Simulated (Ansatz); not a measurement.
This run works on a generated trial structure, not on a known crystal.

Input and command of a plane-wave DFT calculation in Ansatz:

```yaml
crystal:
  lattice:
    - [4.1550427445, 0.0, 0.0]
    - [0.0, 4.1550427445, 0.0]
    - [0.0, 0.0, 7.7208488027]
  atoms:
    - { symbol: Tl, position: [0.0, 0.0, 0.796154211] }
    - { symbol: Tl, position: [0.0, 0.0, 0.203845789] }
    - { symbol: Pt, position: [0.5, 0.5, 0.1670136547] }
    - { symbol: Pt, position: [0.5, 0.5, 0.8329863453] }
    - { symbol: "N", position: [0.5, 0.5, 0.4262027475] }
    - { symbol: "N", position: [0.5, 0.5, 0.5737972525] }
basis:
  ecutwfc: 420
kpoints:
  mp_grid: { grid: [8, 8, 4] }
  band_path:
    path:
      - [[0.0, 0.0, 0.0], [0.0, 0.5, 0.0], [0.5, 0.5, 0.0], [0.0, 0.0, 0.0], [0.0, 0.0, 0.5], [0.0, 0.5, 0.5], [0.5, 0.5, 0.5], [0.0, 0.0, 0.5]]
      - [[0.0, 0.5, 0.0], [0.0, 0.5, 0.5]]
      - [[0.5, 0.5, 0.0], [0.5, 0.5, 0.5]]
    npoints: 10
hamiltonian:
  xc: pbe
scf:
  occupations: { method: gaussian, width: 0.1 }
output:
  forces: true
  stress: true
  eigenvalues: true
  populations: true
  dos: { projected: true, de: 0.02 }
  bader: false
magnetization:
  noncollinear: true
  spin_orbit: true
```

```bash
ansatz run input.yaml --threads 1 --pin off --max-ram 2560MiB --backend cpu --events-out ev --progress --plain --runs-dir out
```

Processor: Arm Neoverse V1, 1 thread, on a host shared with other jobs.

Question: How long does it run, and how much memory does it take?

Answer: About 7 min, peak memory 1.5 GiB. It solves 88 bands at 45 k points (after reduction by symmetry) with about 2593 plane waves, in 12 SCF iterations.
